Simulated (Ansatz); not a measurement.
## zincblende-structured LuAs

Level of theory: DFT, PBEsol, scalar-relativistic, no spin polarisation; plane waves to 420 eV with PAW datasets (Ansatz 0.2.0), 8×8×8 k-mesh, Gaussian smearing of 0.05 eV. The datasets are Ansatz's generated set soft_2.

```
CELL_PARAMETERS angstrom
0.00000 3.13198 3.13198
3.13198 0.00000 3.13198
3.13198 3.13198 0.00000
ATOMIC_POSITIONS crystal
Lu 0.00000 0.00000 0.00000
As 0.25000 0.25000 0.25000
```

This is a trial structure: such lanthanide and actinide compounds mostly take the rock-salt structure.

The cell above was scaled in volume, its shape and atoms being fixed by the lattice's symmetry. Energies are counted from the cell above.

The cell is relaxed to zero pressure at this level.

```
V (Å³/atom)  ΔE (meV/atom)  P from the stress (GPa)
     29.494           9.10                     2.45
     30.108           2.20                     1.17
     30.723           0.00                     0.00
     31.337           2.07                    -1.06
     31.951           8.00                    -2.02
```

Problem. Do the energies and the pressures agree? Compare −ΔE/ΔV between neighbouring points (1 meV/Å³ = 0.1602 GPa) with the mean of their pressures.

Solution. 
| interval (Å³/atom) | −ΔE/ΔV (GPa) | mean P (GPa) |
| --- | --- | --- |
| 29.49 to 30.11 | 1.8 | 1.8 |
| 30.11 to 30.72 | 0.6 | 0.6 |
| 30.72 to 31.34 | -0.5 | -0.5 |
| 31.34 to 31.95 | -1.5 | -1.5 |
They differ by 0.01 GPa at most.

Problem. What do the two routes give for V0, B0 and B0′?

Solution. A third-order Birch–Murnaghan fit of the energies: V0 = 30.72 Å³/atom, B0 = 56 GPa, B0′ = 3.8. A polynomial of P in ln V, with B = −dP/d ln V at P = 0: V0 = 30.72 Å³/atom, B0 = 56 GPa, B0′ = 3.8.

B0·V0 = 55.6 GPa × 30.72 Å³ = 10.65 eV/atom sets the scale: near the minimum ΔE ≈ ½ B0 V0 x², with x = V/V0 − 1, and a pressure of 0.6 GPa squeezes the volume by about 1 %. At the ends of the curve: x = −4.0 % predicts 8.5 meV/atom and the run gives 9.1; x = +4.0 % predicts 8.5 meV/atom and the run gives 8.0. Compression costs more and expansion less than the parabola says, since the crystal stiffens as it shrinks; B0′ measures that.

No spin–orbit coupling, a notable omission for heavy elements.
